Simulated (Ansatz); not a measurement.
**HfC (Fm-3m), a vibration from a frozen displacement**

These are results of Ansatz, DFT PBEsol, scalar-relativistic, plane waves, PAW, not measurements. Cutoff 420 eV, Γ-centred 18×18×18 k-points, Gaussian smearing of 0.15 eV. Spin–orbit coupling is left out, which matters for the heavy elements here. No spin polarisation. Energies are free energies at this smearing, counted from the undisturbed cell; pressure is positive in compression.

Reference structure (as given, not relaxed at this level; it stands at -6.5 GPa):

```
Hf C
1.0
     0.00000    2.32500    2.32500
     2.32500    0.00000    2.32500
     2.32500    2.32500    0.00000
Hf C
1 1
Direct
  0.50000 0.50000 0.50000
  0.00000 0.00000 0.00000
```

Every C atom is moved by x along the Cartesian unit vector (0.000, 1.000, 0.000); the cell and all other atoms stay fixed. The cell's volume is 25.14 Å³; the moved atoms weigh 12.011 u together and the others 178.490 u. Some rows repeat others by symmetry and weren't run.

```
  x (Å)  ΔE (meV/cell) total force on the moved atoms along the move (eV/Å) pressure (GPa)
-0.3000         393.85                                                3.1739          2.2557
-0.2625         286.65                                                2.5573          0.0485
-0.2250         201.14                                                2.0148         -1.8000
-0.1875         134.64                                                1.5443         -3.3132
-0.1500          84.35                                                1.1506         -4.5134
-0.1125          47.37                                                0.8328         -5.4198
-0.0750          21.28                                                0.5618         -6.0431
-0.0375           5.34                                                0.2852         -6.4121
 0.0000           0.00                                                0.0000         -6.5345
 0.0375           5.34                                               -0.2852         -6.4121
 0.0750          21.28                                               -0.5618         -6.0431
 0.1125          47.37                                               -0.8328         -5.4198
 0.1500          84.35                                               -1.1506         -4.5134
 0.1875         134.64                                               -1.5443         -3.3132
 0.2250         201.14                                               -2.0148         -1.8000
 0.2625         286.65                                               -2.5573          0.0485
 0.3000         393.85                                               -3.1739          2.2557
```

**Question.** What frequency belongs to this motion?

**Answer.** The force constant is k = −dF/dx = 7.605 eV/Å², from the parabola through x = -0.0375, 0 and 0.0375. In every cell the moved atoms swing against the rest, so the mass is μ = m₁m₂/(m₁ + m₂) = 11.254 u, and ν̃ = 521.5 cm⁻¹ × √(|k|/μ) = 429 cm⁻¹, at this cell's pressure of -6.5 GPa. To first order in x, and within 1 %, the force on every atom lies along the move and, within each of the two groups, in proportion to the atom's mass, so this is itself a mode at the zone centre of this cell.

**Question.** How far does the harmonic law reach?

**Answer.** At x = -0.300 Å, kx²/2 = 342.24 meV against the computed 393.85 meV (+15.1 %): the well stiffens in this direction at large amplitude.

**Question.** The pressure changes with x². What does that say about the frequency under compression?

**Answer.** With E = k(V)x²/2, k ∝ V^(−2γ) and x scaling with the cell as V^(1/3), P − P0 = −∂E/∂V = (2γ − 2/3) ΔE/V. At x = 0.0750 Å, V(P − P0) = 25.14 × 0.49143 / 160.2 eV = 77.10 meV and ΔE = 21.28 meV, so γ = 1/3 + V(P − P0)/(2ΔE) = 2.15. This is the Grüneisen parameter of the motion under uniform scaling of the cell: shrinking the cell evenly by 1 % in volume raises the frequency by about 2.15 %.

In a metal these slopes depend on the k mesh and the smearing.